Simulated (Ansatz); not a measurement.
Input file for Ansatz (a quantum-chemistry and plane-wave program):

Ansatz 0.2 input:
```yaml
crystal:
  lattice:
    - [5.7728549003, 0.0, 0.0]
    - [0.0, 5.7728549003, 0.0]
    - [0.0, 0.0, 10.5570038916]
  atoms:
    - { symbol: Al, position: [0.0, 0.5, 0.75] }
    - { symbol: Al, position: [0.5, 0.0, 0.25] }
    - { symbol: Cu, position: [0.5, 0.5, 0.0] }
    - { symbol: Cu, position: [0.5, 0.5, 0.5] }
    - { symbol: Br, position: [0.2319411523, 0.7377145434, 0.8741234423] }
    - { symbol: Br, position: [0.7377145434, 0.7680588477, 0.1258765577] }
    - { symbol: Br, position: [0.7680588477, 0.2622854566, 0.8741234423] }
    - { symbol: Br, position: [0.2622854566, 0.2319411523, 0.1258765577] }
    - { symbol: Br, position: [0.2319411523, 0.2622854566, 0.6258765577] }
    - { symbol: Br, position: [0.7377145434, 0.2319411523, 0.3741234423] }
    - { symbol: Br, position: [0.7680588477, 0.7377145434, 0.6258765577] }
    - { symbol: Br, position: [0.2622854566, 0.7680588477, 0.3741234423] }
kpoints:
  mp_grid: { grid: [4, 4, 2] }
  band_path:
    path:
      - [[0.0, 0.0, 0.0], [0.0, 0.5, 0.0], [0.5, 0.5, 0.0], [0.0, 0.0, 0.0], [0.0, 0.0, 0.5], [0.0, 0.5, 0.5], [0.5, 0.5, 0.5], [0.0, 0.0, 0.5]]  # Γ-X-M-Γ-Z-R-A-Z
      - [[0.0, 0.5, 0.0], [0.0, 0.5, 0.5]]  # X-R
      - [[0.5, 0.5, 0.0], [0.5, 0.5, 0.5]]  # M-A
      - [VBM, CBM]
    npoints: 8
hamiltonian:
  xc: r2scan
  pseudopotentials: { kind: paw }
magnetization: { noncollinear: true, spin_orbit: true }
scf:
  n_extra_bands: 24
  convergence: { dr2_threshold: 0.0000000001 }
  occupations: { method: gaussian, width: 0.01 }
checkpoint: { write: soc.run }
output: { eigenvalues: true }
```

Output (shortened):

```
Pseudopotential: Al, paw_fr, valence charge 3
Pseudopotential: Cu, paw_fr, valence charge 19
Pseudopotential: Br, paw_fr, valence charge 7
Functional definition: r2SCAN
non-collinear run that drives no moment, with spin-orbit …
Crystal: 12 atoms, lattice volume = 351.821 Å³
Basis set: ecut = 500 eV, 8955 PW (Γ), exchange–correlation on 180×180×320 points (64 copies of the dense FFT grid, shifted against one another)
Bands: 124, of which v1, the nominal top of the filled ones, is band 100 counted from 1 (99 counted from 0)
Symmetry: 8 space group operations + 8 with time reversal
k-points: 12 of 32
Projection manifold: j_resolved (fully-relativistic pseudo-atomic orbitals)
SCF iter   1: F=—  HF=-36673.779941 eV  |F-HF|=—  |Δ(HF+E_count)|=         —  Δρ=8.46e-2  dr2=2.43e1  dr2_τ=1.76e-2  dr2_m=0.00e0 (ungated)  ethr=3.10e-3  |M|=0.00e0 ∫|m|=0.00e0 μB  |m|>n=0.0e0 m-floor=0.0e0 τ_xc=0.0e0  β_m=0.30  ⟨swp⟩=8.8  Hψ=8381  notcnv=0  defer=75
preconditioner: auto → Resta (q_TF=auto, 2.212 Å⁻¹)
spin=Noncollinear: Resta preconditioning applied to the charge; magnetization (m_x, m_y, m_z) channels mix plain (no charge-response kernel on spin).
SCF iter   2: F=—  HF=-36667.998263 eV  |F-HF|=—  |Δ(HF+E_count)|=    5.78e0  Δρ=2.58e-2  dr2=4.41e0  dr2_τ=2.41e-2  dr2_m=0.00e0 (ungated)  ethr=3.10e-3  |M|=0.00e0 ∫|m|=0.00e0 μB  |m|>n=0.0e0 m-floor=0.0e0 τ_xc=0.0e0  β_m=0.36  ⟨swp⟩=3.2  Hψ=3067  notcnv=0  defer=214
SCF iter   3: F=—  HF=-36666.838485 eV  |F-HF|=—  |Δ(HF+E_count)|=    1.16e0  Δρ=1.17e-2  dr2=8.05e-1  dr2_τ=1.67e-3  dr2_m=0.00e0 (ungated)  ethr=3.10e-3  |M|=0.00e0 ∫|m|=0.00e0 μB  |m|>n=0.0e0 m-floor=0.0e0 τ_xc=0.0e0  β_m=0.47  ⟨swp⟩=2.6  Hψ=2059  notcnv=0  defer=214
SCF iter   4: F=—  HF=-36666.807622 eV  |F-HF|=—  |Δ(HF+E_count)|=   3.09e-2  Δρ=6.37e-3  dr2=9.69e-2  dr2_τ=2.53e-4  dr2_m=0.00e0 (ungated)  ethr=8.05e-4  |M|=0.00e0 ∫|m|=0.00e0 μB  |m|>n=0.0e0 m-floor=0.0e0 τ_xc=0.0e0  β_m=0.74  ⟨swp⟩=2.8  Hψ=2379  notcnv=0  defer=214
SCF iter   5: F=—  HF=-36666.895719 eV  |F-HF|=—  |Δ(HF+E_count)|=   8.81e-2  Δρ=1.85e-3  dr2=1.78e-2  dr2_τ=1.82e-4  dr2_m=0.00e0 (ungated)  ethr=9.69e-5  |M|=0.00e0 ∫|m|=0.00e0 μB  |m|>n=0.0e0 m-floor=0.0e0 τ_xc=0.0e0  β_m=0.74  ⟨swp⟩=3.3  Hψ=2607  notcnv=0  defer=214
SCF iter   6: F=—  HF=-36666.891733 eV  |F-HF|=—  |Δ(HF+E_count)|=   3.99e-3  Δρ=7.35e-4  dr2=9.57e-4  dr2_τ=1.92e-6  dr2_m=0.00e0 (ungated)  ethr=1.78e-5  |M|=0.00e0 ∫|m|=0.00e0 μB  |m|>n=0.0e0 m-floor=0.0e0 τ_xc=0.0e0  β_m=0.87  ⟨swp⟩=2.8  Hψ=2068  notcnv=0  defer=218
SCF iter   7: F=—  HF=-36666.892138 eV  |F-HF|=—  |Δ(HF+E_count)|=   4.05e-4  Δρ=4.06e-4  dr2=4.59e-4  dr2_τ=4.35e-7  dr2_m=0.00e0 (ungated)  ethr=9.57e-7  |M|=0.00e0 ∫|m|=0.00e0 μB  |m|>n=0.0e0 m-floor=0.0e0 τ_xc=0.0e0  β_m=0.84  ⟨swp⟩=2.1  Hψ=2550  notcnv=0  defer=214
SCF iter   8: F=—  HF=-36666.892071 eV  |F-HF|=—  |Δ(HF+E_count)|=   6.72e-5  Δρ=1.09e-4  dr2=3.11e-5  dr2_τ=1.20e-7  dr2_m=0.00e0 (ungated)  ethr=4.59e-7  |M|=0.00e0 ∫|m|=0.00e0 μB  |m|>n=0.0e0 m-floor=0.0e0 τ_xc=0.0e0  β_m=0.92  ⟨swp⟩=2.0  Hψ=1518  notcnv=0  defer=214
SCF iter  12: F=-36666.891996 eV  HF=-36666.891996 eV  |F-HF|=2.91e-11  |Δ(HF+E_count)|=  3.64e-11  Δρ=1.16e-7  dr2=6.48e-11  dr2_τ=8.23e-13  dr2_m=0.00e0 (ungated)  ethr=1.00e-12  |M|=0.00e0 ∫|m|=0.00e0 μB  |m|>n=0.0e0 m-floor=0.0e0 τ_xc=0.0e0  ⟨swp⟩=14.8  Hψ=8496  notcnv=0
SCF 1 converged in 12 iterations: F = -36666.891996 eV  dr2 = 6.48e-11
NSCF: frozen V_eff on 40 k-points
NSCF: frozen V_eff on 40 k-points
NSCF: frozen V_eff on 26 k-points
NSCF: frozen V_eff on 10 k-points
NSCF: frozen V_eff on 10 k-points
NSCF: frozen V_eff on 10 k-points
NSCF: frozen V_eff on 8 k-points
NSCF: frozen V_eff on 84 k-points
SCF converged after 12 iterations
Magnetization: |M| = 0.0000 μB,  M = (+0.0000, +0.0000, +0.0000) μB
Absolute magnetization: 0.0000 μB (∫|m|)
  site 0: m = (+0.0000, +0.0000, +0.0000) μB, |m| = 0.0000 μB  (R = 0.96 Å)
  site 1: m = (+0.0000, +0.0000, +0.0000) μB, |m| = 0.0000 μB  (R = 0.96 Å)
  site 2: m = (+0.0000, +0.0000, +0.0000) μB, |m| = 0.0000 μB  (R = 1.01 Å)
  site 3: m = (+0.0000, +0.0000, +0.0000) μB, |m| = 0.0000 μB  (R = 1.01 Å)
  site 4: m = (+0.0000, +0.0000, +0.0000) μB, |m| = 0.0000 μB  (R = 0.96 Å)
  site 5: m = (+0.0000, +0.0000, +0.0000) μB, |m| = 0.0000 μB  (R = 0.96 Å)
  site 6: m = (+0.0000, +0.0000, +0.0000) μB, |m| = 0.0000 μB  (R = 0.96 Å)
  site 7: m = (+0.0000, +0.0000, +0.0000) μB, |m| = 0.0000 μB  (R = 0.96 Å)
  site 8: m = (+0.0000, +0.0000, +0.0000) μB, |m| = 0.0000 μB  (R = 0.96 Å)
  site 9: m = (+0.0000, +0.0000, +0.0000) μB, |m| = 0.0000 μB  (R = 0.96 Å)
  site 10: m = (+0.0000, +0.0000, +0.0000) μB, |m| = 0.0000 μB  (R = 0.96 Å)
  site 11: m = (+0.0000, +0.0000, +0.0000) μB, |m| = 0.0000 μB  (R = 0.96 Å)
Free energy (F): -36666.891996 eV
Harris-Foulkes:  -36666.891996 eV  (|F-HF|=2.91e-11)
Internal energy: -36666.891996 eV  (E = F + TS)
E sigma→0 (E₀):  -36666.891996 eV
Fermi energy:    4.576016 eV
--- Per-component energies (eV) ---
  E_band       = -1414.662966
  E_kinetic    = 1719.723091
  E_local      = -16282.607642  (includes V_loc(G=0)·N_el)
  E_nonlocal   = 1407.055150
  E_hartree    = 7015.208769
  E_xc         = -2240.737020
  E_vxc        = -1218.090713  (∫ρ·V_xc dr)
  E_paw        = -22466.592808  (= ΣΔE_a)
  E_vpaw       = -1136.818122  (= ΣTr[D̂ρ^β])
  E_aug_tail   = 0.000307  (compensation charges beyond the density's cutoff)
  E_vtau       = 65.657821  (kinetic-family band-sum trace: ∫τ·v_τ [+ j·A + Jᵃ·Aᵃ] dr)
  E_ewald      = -5816.952495
  E_core_change = -1.989349  (= ΣΔE_core)
  E_smearing   =  0.000000  (= −TS)
  E_closure    = 0.000000  (closes the sum)
  Σ components = -36666.891996   (vs F -36666.891996, Δ=0.00e0)
  [band-id]    e_kinetic+e_local+e_nonlocal+2·e_hartree+e_vxc+e_vpaw+e_augmentation_tail+e_vtau = -1414.662569   (vs E_band -1414.662966, Δ=3.98e-4)
--- Band table (eV; the first three rows and the last of 12) ---
  k-point 0: bands = ["-110.9227", "-110.9227", "-110.9227", "-110.9227", "-68.5529", "-68.5529", "-68.5529", "-68.5529", "-65.9933", "-65.9933", "-65.9933", "-65.9933", "-65.9724", "-65.9724", "-65.9724", "-65.9724", "-13.0348", "-13.0348", "-12.7729", …
  k-point 1: bands = ["-110.9227", "-110.9227", "-110.9227", "-110.9227", "-68.5529", "-68.5529", "-68.5529", "-68.5529", "-65.9933", "-65.9933", "-65.9933", "-65.9933", "-65.9724", "-65.9724", "-65.9724", "-65.9724", "-12.9392", "-12.9392", "-12.9392", …
  k-point 2: bands = ["-110.9227", "-110.9227", "-110.9227", "-110.9227", "-68.5529", "-68.5529", "-68.5529", "-68.5529", "-65.9933", "-65.9933", "-65.9933", "-65.9933", "-65.9724", "-65.9724", "-65.9724", "-65.9724", "-12.9633", "-12.9633", "-12.7548", …
  k-point 11: bands = ["-110.9227", "-110.9227", "-110.9227", "-110.9227", "-68.5529", "-68.5529", "-68.5529", "-68.5529", "-65.9933", "-65.9933", "-65.9933", "-65.9933", "-65.9724", "-65.9724", "-65.9724", "-65.9724", "-12.7130", "-12.7130", "-12.7130", …
```

Cost: very roughly 50 core-minutes on shared cores.

Space group P-42c. The first step of the workflow began from a Materials Project structure, measured or hypothetical; the Crystallography Open Database files this formula in space group No. 112, but the cells were not matched. Its standing as an ambient phase is unchecked. The cell was relaxed with r²SCAN under the symmetry of its start; whether a distortion lowers the energy is not shown. The run is not spin-polarised.

Potentials: the later of the program's two PAW sets.

Ansatz is a plane-wave DFT program.
